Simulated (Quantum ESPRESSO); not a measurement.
# Strain and stress in MgIn3SP3

The results below are calculated, not measured. They come from pw.x of Quantum ESPRESSO 7.5, a plane-wave density functional program, with PseudoDojo standard norm-conserving files (v0.5 for PBE, v0.4.1 for LDA and PBEsol). The cells are made up: elements, strain and atom displacements were drawn at random, and nothing was relaxed. There is no spin polarisation, spin-orbit coupling or dispersion term.

The cell has 8 sites of a zincblende or diamond lattice. Sites 1 to 4 hold Mg In In In; sites 5 to 8 hold S P P P. Cell vectors in Å: (5.885, 0.080, 0.006); (0.080, 5.927, -0.089); (0.005, -0.089, 5.989). Settings: PBE, cutoff 1143 eV, 4 x 4 x 4 k mesh shifted by half a step, Fermi-Dirac smearing of 0.025 eV.

Each run adds a shear xy (given as the tensor component) to one cell, with the atoms carried along; the vectors above are those of run 5. Stress is positive in tension and P is minus a third of its trace. E is the free energy for each atom above the lowest run shown.

| run | strain (%) | s_xx (GPa) | s_yy (GPa) | s_zz (GPa) | s_xy (GPa) | P (GPa) | E (meV/atom) |
| --- | --- | --- | --- | --- | --- | --- | --- |
| 1 | -2.37 | -0.73 | -0.64 | -0.32 | -1.53 | 0.57 | 3.09 |
| 2 | -1.67 | -0.64 | -0.55 | -0.26 | -0.75 | 0.48 | 0.45 |
| 4 | -0.52 | -0.57 | -0.47 | -0.22 | 0.52 | 0.42 | 0.00 |
| 5 | 0.18 | -0.56 | -0.46 | -0.24 | 1.29 | 0.42 | 2.07 |
| 6 | 1.62 | -0.67 | -0.57 | -0.35 | 2.88 | 0.53 | 11.86 |
| 7 | 2.15 | -0.74 | -0.64 | -0.43 | 3.47 | 0.60 | 17.37 |
| 3 | -1.05 | ? | ? | ? | ? | ? | ? |

A rerun of one of these cells at 1437 eV and k mesh 6 x 6 x 6 moved values by no more than 0.005 eV in the cell's energy, 0.02 GPa in stress and 0.002 eV/Å in force.

## Worked fit

A parabola through the six runs shown gives s_xy = 1.09 + 1.11 e + 0.000 e² GPa, with e in per cent and a scatter of 0.01 GPa. The slope is a stiffness of 111 ± 1 GPa for each unit of this strain at e = 0, twice a shear constant under the stress shown, since the tensor component is half the shear angle. The atoms are clamped, and relaxing them would in general lower it. The error is the larger of the fit's own and the change that a cubic makes, rounded up.

## Withheld run

Question: what s_xy should run 3 give?

The fit gives -0.08 GPa. The calculation gave -0.07 GPa.

| run | strain (%) | s_xx (GPa) | s_yy (GPa) | s_zz (GPa) | s_xy (GPa) | P (GPa) | E (meV/atom) |
| --- | --- | --- | --- | --- | --- | --- | --- |
| 3 | -1.05 | -0.59 | -0.49 | -0.23 | -0.07 | 0.44 | -0.40 |